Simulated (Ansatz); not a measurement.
# CsH6: stable or not

It was reached by relaxing an invented guess, and it needn't be the stable form of this composition.

The calculation used DFT PBE, scalar-relativistic, plane waves, PAW (Ansatz). Cutoff 420 eV, Γ-centred 9×9×6 mesh (7-atom cell), Gaussian smearing of 0.10 eV, no spin polarisation.

```cif
data_structure
_symmetry_space_group_name_H-M 'P6/mmm'
_symmetry_Int_Tables_number 191
_cell_length_a 5.5890
_cell_length_b 5.5890
_cell_length_c 6.6401
_cell_angle_alpha 90.000
_cell_angle_beta 90.000
_cell_angle_gamma 120.000
_cell_volume 179.63
loop_
_atom_site_label
_atom_site_type_symbol
_atom_site_symmetry_multiplicity
_atom_site_Wyckoff_symbol
_atom_site_fract_x
_atom_site_fract_y
_atom_site_fract_z
_atom_site_occupancy
Cs1 Cs 1 b 0.00000 0.00000 0.50000 1
H1 H 6 i 0.50000 0.50000 0.05726 1
```

The zero of energy is the elements' standard structures at the same level (H₂ as a molecule); no fitted shifts are applied.

Task: These tests were run: energy against the elements; phonons on a 2×2×1 q mesh. What do they show?

Result:

| test | result |
| --- | --- |
| energy against the elements | +0.02 eV/atom |
| phonons on a 2×2×1 q mesh | imaginary modes down to 79i cm⁻¹ |

It fails one test: phonons on a 2×2×1 q mesh. So it isn't even a local minimum. Undecided within the accuracy: energy against the elements.

For metals, differences of a few meV/atom aren't resolved. The cell is a metal run without spin; a magnetic state may lie lower. With hydrogen, zero-point motion can shift formation energies by some tens of meV/atom. The run for the phonons used a 10×10×6 k mesh and Fermi–Dirac smearing of 0.15 eV.
